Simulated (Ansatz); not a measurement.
Relaxed-ion elastic tensor of Ag (simple cubic, Pm-3m) in GPa (Voigt order), r²SCAN (plane waves, PAW; program Ansatz); density 8.96 g/cm³, 20.00 Å³ per atom.

|  | 1 | 2 | 3 | 4 | 5 | 6 |
|---|---|---|---|---|---|---|
| 1 | 210 | 13.5 | 13.5 | 0.0 | 0.0 | 0.0 |
| 2 | 13.5 | 210 | 13.5 | 0.0 | 0.0 | 0.0 |
| 3 | 13.5 | 13.5 | 210 | 0.0 | 0.0 | 0.0 |
| 4 | 0.0 | 0.0 | 0.0 | -12.2 | 0.0 | 0.0 |
| 5 | 0.0 | 0.0 | 0.0 | 0.0 | -12.2 | 0.0 |
| 6 | 0.0 | 0.0 | 0.0 | 0.0 | 0.0 | -12.2 |

**Question.** Is the crystal mechanically stable?

**Answer.** No: the smallest eigenvalue of C is -12.2 GPa.

The cell is a constructed one: a structure type filled with these elements; neither database checked (COD, Materials Project) lists it. It is not the phase usual at ambient conditions (space group No. 225). The cell was relaxed with r²SCAN under the symmetry of its start. At this level the phase is mechanically unstable. No spin polarisation was allowed. As this level gives no gap, shear constants depend on the k-mesh and smearing (Fermi–Dirac, 0.1 eV here).

Potentials: the later of the program's two PAW sets.
